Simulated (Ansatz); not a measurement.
BP:
```
CELL_PARAMETERS angstrom
      0.00000     2.26010     2.26010
      2.26010     0.00000     2.26010
      2.26010     2.26010     0.00000
ATOMIC_POSITIONS crystal
  B  0.00000 0.00000 0.00000
  P  0.75000 0.75000 0.75000
```

x, y and z are the axes in which the lattice vectors are written.

Q: Give the proper piezoelectric stress tensor with relaxed ions from plane-wave PAW PBEsol (Ansatz code).

A: In C/m², rows x, y, z, Voigt columns; mesh uncertainty up to 0.01.
```
0.00  0.00  0.00  0.11  0.00  0.00
0.00  0.00  0.00  0.00  0.11  0.00
0.00  0.00  0.00  0.00  0.00  0.11
```

The elastic tensor of the same run (GPa):

```json
[
 {"": "1", "1": "346", "2": "81.1", "3": "81.1", "4": "0.0", "5": "0.0", "6": "0.0"},
 {"": "2", "1": "81.1", "2": "346", "3": "81.1", "4": "0.0", "5": "0.0", "6": "0.0"},
 {"": "3", "1": "81.1", "2": "81.1", "3": "346", "4": "0.0", "5": "0.0", "6": "0.0"},
 {"": "4", "1": "0.0", "2": "0.0", "3": "0.0", "4": "188", "5": "0.0", "6": "0.0"},
 {"": "5", "1": "0.0", "2": "0.0", "3": "0.0", "4": "0.0", "5": "188", "6": "0.0"},
 {"": "6", "1": "0.0", "2": "0.0", "3": "0.0", "4": "0.0", "5": "0.0", "6": "188"}
]
```

Q: Convert to strain constants d = e·S.

A: In pC/N:
```
0.0  0.0  0.0  0.6  0.0  0.0
0.0  0.0  0.0  0.0  0.6  0.0
0.0  0.0  0.0  0.0  0.0  0.6
```

Space group F-43m (zinc blende). Symmetry was held in the PBEsol relaxation. Signs of piezoelectric constants follow the polarity of the cell as given.

Potentials: the earlier of the program's two PAW sets. The files were generated under PBE; for other functionals the program regenerates the frozen cores, and for LDA and PBEsol the local potential too.
